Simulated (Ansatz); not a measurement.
**Sn₄Mo: reading a single point**

```xyz
10
Lattice="5.9681 0.0000 0.0000 2.9841 -6.2563 0.0000 2.3045 0.0000 -6.1180" Properties=species:S:1:pos:R:3 pbc="T T T"
Mo    4.7124   -5.4754   -4.5885
Mo    6.5443   -0.7809   -1.5295
Sn    5.3601   -5.1478   -1.9702
Sn    7.7284   -5.1478   -1.0888
Sn    5.8966   -1.1085   -4.1478
Sn    3.5283   -1.1085   -5.0292
Sn    6.4853   -3.4891   -4.9558
Sn    8.9076   -3.4891   -4.2212
Sn    4.7713   -2.7671   -1.1622
Sn    2.3490   -2.7671   -1.8968
```

The numbers come from plane-wave PAW DFT (Ansatz): r2SCAN, no spin polarisation, 500 eV, 5×5×5 Γ-centred k points, fermi-dirac occupations (width 0.1 eV). Nothing was relaxed.

(1) Where is the largest force?

(2) Describe some of the short contacts.

(3) Is there a gap?

(4) What does the stress say?

Origin: a known structure type with other elements, at an estimated volume, so it need not be a known compound. Caveats: atoms or cell far from equilibrium.

Results:

(1) The largest is on Sn7 (and as large on other atoms): 5.30 eV/Å, components (-3.44, -3.62, 1.78). It makes 131° with the line to a nearest neighbour, Sn9 at 2.50 Å.

(2) Sn–Sn at 2.50 Å: least valence density 0.52 e/Å³ and ELF 0.49 there. Mo–Sn at 2.65 Å: least valence density 0.43 e/Å³ and ELF 0.41 there. These are pseudo-fields; inside the PAW spheres they differ from the all-electron ones.

(3) It is a metal, with about 7.1 states/eV a cell as the mean within 0.25 eV of the Fermi level, mostly Mo d (48 %) and Sn p (45 %).

(4) The pressure is 22.5 GPa (compression positive), so with the atoms held at these fractions the cell would first expand; the forces are large, so a full relaxation may end otherwise. The principal stresses 15.9, 23.4, 28.2 GPa differ, so its shape would change too.
